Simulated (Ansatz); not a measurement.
Band table of AlCo (rocksalt type)

```yaml
crystal:
  lattice:
    - [0.00000, 1.94031, 1.94031]
    - [1.94031, 0.00000, 1.94031]
    - [1.94031, 1.94031, 0.00000]
  atoms:
    - { symbol: Co, position: [0.00000, 0.00000, 0.00000] }
    - { symbol: Al, position: [0.50000, 0.50000, 0.50000] }
```

The cell comes from a relaxation on PAW files under the same functional, begun from a prototype that needn't be the stable phase.

Computed with Ansatz 0.2.0; functional r²SCAN, scalar-relativistic. Settings: a Γ-centred 15×15×15 k mesh, Fermi–Dirac smearing of 0.08 eV, no spin polarisation. Methods: PAW: frozen-core files, cutoff 500 eV.

This run: volume at 0.55 of the series' base cell.

Spin polarisation is left out, though a magnetic state may lie lower. The PAW files were made under PBE.

Path points, in fractions of the reciprocal vectors: Γ (0.000, 0.000, 0.000), X (0.500, 0.000, 0.500), U (0.625, 0.250, 0.625), K (0.375, 0.375, 0.750), L (0.500, 0.500, 0.500), W (0.500, 0.250, 0.750). The distance column jumps between branches of the path. Levels in eV from the Fermi level; bands 5 to 12, counted from the lowest band of the run. The gap is zero, the pressure 259.9 GPa.

```
# k(1/Å) point b5 b6 b7 b8 b9 b10 b11 b12
0.000 Γ -15.42 -4.64 -4.64 -4.64 -3.95 -3.95 12.77 13.81
0.202 - -15.25 -4.77 -4.56 -4.56 -4.01 -3.91 12.26 12.80
0.405 - -14.73 -5.13 -4.33 -4.33 -4.20 -3.80 11.17 11.17
0.607 - -13.90 -5.63 -4.51 -3.96 -3.96 -3.63 9.45 9.45
0.810 - -12.79 -6.18 -4.92 -3.47 -3.47 -3.43 7.77 7.77
1.012 - -11.45 -6.70 -5.38 -3.22 -2.89 -2.89 6.23 6.23
1.214 - -10.01 -7.10 -5.82 -3.04 -2.27 -2.27 4.50 4.91
1.417 - -8.68 -7.37 -6.23 -2.92 -1.74 -1.74 2.55 3.95
1.619 X -8.03 -7.46 -6.49 -2.88 -1.51 -1.51 1.79 3.58
1.691 - -8.01 -7.45 -6.49 -2.89 -1.52 -1.48 1.75 3.53
1.762 - -7.96 -7.44 -6.52 -2.94 -1.53 -1.40 1.63 3.38
1.834 - -7.89 -7.44 -6.55 -3.02 -1.56 -1.27 1.43 3.19
1.905 - -7.78 -7.43 -6.60 -3.11 -1.60 -1.09 1.14 3.00
1.977 - -7.65 -7.44 -6.64 -3.23 -1.66 -0.87 0.80 2.81
2.048 - -7.50 -7.46 -6.69 -3.35 -1.72 -0.60 0.43 2.65
2.120 - -7.53 -7.31 -6.74 -3.47 -1.80 -0.30 0.08 2.51
2.192 U -7.65 -7.13 -6.78 -3.60 -1.89 -0.24 0.03 2.39
3.183 K -7.65 -7.13 -6.78 -3.60 -1.89 -0.24 0.03 2.39
3.398 - -8.37 -6.82 -6.52 -3.94 -2.22 -0.83 1.19 2.21
3.612 - -9.63 -6.73 -5.90 -4.18 -2.64 -1.19 2.57 2.68
3.827 - -11.09 -6.48 -5.35 -4.30 -3.10 -1.76 4.02 4.14
4.042 - -12.51 -6.09 -4.91 -4.30 -3.57 -2.50 5.86 5.96
4.256 - -13.73 -5.61 -4.60 -4.21 -4.00 -3.21 7.74 8.18
4.471 - -14.65 -5.13 -4.48 -4.34 -4.09 -3.73 9.75 10.45
4.686 - -15.23 -4.77 -4.56 -4.56 -3.99 -3.92 11.76 12.54
4.900 Γ -15.42 -4.64 -4.64 -4.64 -3.95 -3.95 12.77 13.81
5.076 - -15.29 -4.73 -4.59 -4.59 -3.95 -3.95 11.94 13.31
5.251 - -14.91 -4.97 -4.48 -4.48 -3.92 -3.92 9.91 13.10
5.426 - -14.28 -5.34 -4.46 -4.46 -3.72 -3.72 7.74 12.51
5.602 - -13.44 -5.78 -4.55 -4.55 -3.34 -3.34 5.62 11.83
5.777 - -12.44 -6.27 -4.67 -4.67 -2.89 -2.89 3.67 11.08
5.952 - -11.35 -6.80 -4.78 -4.78 -2.44 -2.44 2.05 10.37
6.127 - -10.34 -7.35 -4.85 -4.85 -2.12 -2.12 0.95 9.85
6.303 L -9.84 -7.68 -4.87 -4.87 -2.00 -2.00 0.55 9.66
6.446 - -9.77 -7.68 -4.93 -4.83 -2.00 -1.93 0.53 9.20
6.589 - -9.54 -7.67 -5.10 -4.70 -2.03 -1.74 0.44 8.09
6.732 - -9.18 -7.64 -5.36 -4.51 -2.06 -1.44 0.31 6.70
6.875 - -8.72 -7.60 -5.68 -4.30 -2.07 -1.02 0.17 5.25
7.018 - -8.19 -7.52 -6.03 -4.12 -2.02 -0.52 0.05 3.86
7.161 - -7.67 -7.39 -6.37 -4.06 -1.85 0.01 0.01 2.58
7.304 - -7.25 -7.23 -6.68 -4.12 -1.62 0.17 0.47 1.49
7.448 W -7.08 -7.08 -6.87 -4.16 -1.51 0.64 0.68 0.68
7.549 - -7.17 -6.99 -6.94 -4.09 -1.51 0.24 0.66 1.14
7.650 - -7.24 -7.11 -6.89 -3.89 -1.51 -0.18 0.74 1.61
7.751 - -7.33 -7.31 -6.80 -3.64 -1.51 -0.55 0.88 2.07
7.852 - -7.55 -7.36 -6.70 -3.39 -1.51 -0.87 1.07 2.52
7.953 - -7.75 -7.40 -6.62 -3.17 -1.51 -1.14 1.30 2.93
8.055 - -7.90 -7.43 -6.55 -3.01 -1.51 -1.34 1.53 3.27
8.156 - -8.00 -7.45 -6.50 -2.91 -1.51 -1.47 1.72 3.50
8.257 X -8.03 -7.46 -6.49 -2.88 -1.51 -1.51 1.79 3.58
```
